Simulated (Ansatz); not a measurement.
Crystals of one structure type (rock salt) and one family of elements, relaxed and computed with the program Ansatz at the r²SCAN level (PAW).

```json
[
 {"crystal": "LiF", "V (Å³/atom)": "7.94", "gap (eV)": "10.33"},
 {"crystal": "LiCl", "V (Å³/atom)": "16.70", "gap (eV)": "?"},
 {"crystal": "KF", "V (Å³/atom)": "18.80", "gap (eV)": "6.91"},
 {"crystal": "NaCl", "V (Å³/atom)": "22.04", "gap (eV)": "5.97"},
 {"crystal": "NaI", "V (Å³/atom)": "33.71", "gap (eV)": "4.45"},
 {"crystal": "KBr", "V (Å³/atom)": "36.08", "gap (eV)": "5.07"},
 {"crystal": "RbBr", "V (Å³/atom)": "41.53", "gap (eV)": "4.89"}
]
```

Task: Fit a straight line to E_g against V and predict the withheld value.

Result: Least squares on the 6 shown rows: E_g = -0.157 × V + (10.459), with a scatter of 0.83. For LiCl this gives 7.84. The run itself gave 7.29, within the scatter.

All cells were relaxed under the symmetry of their starts (and spin orders); stability against distortions was not tested throughout. Spin–orbit coupling is left out wherever it is not named.

Potentials: the later of the program's two PAW sets.
